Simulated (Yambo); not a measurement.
Yambo run on Y2CN2O2 (space group P-3m1, No. 164). The wavefunctions come from this Quantum ESPRESSO step (PBEsol, PseudoDojo standard norm-conserving files, scalar-relativistic):

```
&CONTROL
  calculation = 'nscf'
  pseudo_dir = './pseudo'
  outdir = './out'
/
&SYSTEM
  ibrav = 0
  nat = 7
  ntyp = 4
  ecutwfc = 84.0
  ecutrho = 336.0
  occupations = 'fixed'
  force_symmorphic = .true.
  nbnd = 147
/
&ELECTRONS
  conv_thr = 7.000000000000001e-09
  diago_full_acc = .true.
  diago_thr_init = 1e-08
/
ATOMIC_SPECIES
C 12.0110 C.upf
N 14.0070 N.upf
O 15.9990 O.upf
Y 88.9058 Y.upf
CELL_PARAMETERS angstrom
  3.698989866000   0.000000000000   0.000000000000
 -1.849494933000   3.203419193000   0.000000000000
  0.000000000000   0.000000000000   8.168860000000
ATOMIC_POSITIONS crystal
C   0.000000000000   0.000000000000   0.000000000000
N   0.000000000000   0.000000000000   0.150150000000
N   0.000000000000   0.000000000000   0.849850000000
O   0.333333333000   0.666666667000   0.396660000000
O   0.666666667000   0.333333333000   0.603340000000
Y   0.333333333000   0.666666667000   0.677520000000
Y   0.666666667000   0.333333333000   0.322480000000
K_POINTS automatic
3 3 1 0 0 0
```

Yambo input:

```
rim_cut
gw0
dyson
el_el_corr
HF_and_locXC
ppa
em1d
RandQpts= 1000000
RandGvec= 1 Ry
EXXRLvcs= 84 Ry
VXCRLvcs= 336 Ry
Chimod= "HARTREE"
% BndsRnXp
 1 | 146 |
%
NGsBlkXp= 7 Ry
% LongDrXp
 1.0 | 1.0 | 1.0 |
%
PPAPntXp= 27.2114 eV
% GbndRnge
 1 | 146 |
%
GTermKind= "BG"
DysSolver= "n"
ExtendOut
% QPkrange
 1 | 1 | 24 | 25 |
 3 | 3 | 24 | 25 |
%
```

k points by index: 1 = Γ, 3 = K.

The o-*.qp file then holds:

```
#    K-point    Band    Eo [eV]    E [eV]    E-Eo [eV]    Vxc [eV]    Vnlxc [eV]    Sc|Eo [eV]    Sc|E [eV]    dSc/dw|Eo [eV]    Re(Z)    Im(Z)
#
    1    24    0.000000    -0.703076    -0.703076    -17.00339    -20.59494    2.718810    2.888469    -6.565559    0.805619    -0.001134
    1    25    3.907580    4.470867    0.563286    -8.783291    -4.380877    -3.746423    -3.839127    -4.477683    0.858699    -0.876210E-3
    3    24    -0.486127    -1.278839    -0.792712    -16.69045    -20.60288    2.927761    3.119717    -6.588436    0.805073    -0.001211
    3    25    4.142113    5.281898    1.139785    -12.76555    -7.563825    -3.844607    -4.061942    -5.188289    0.839865    -0.960874E-3
```
(The two width columns are left out.) Convergence of these settings isn't established.

Geometry of the Materials Project entry, not relaxed at this level.

The structure is a Materials Project entry; no match was found in the copy of COD used, and its stability was not checked.
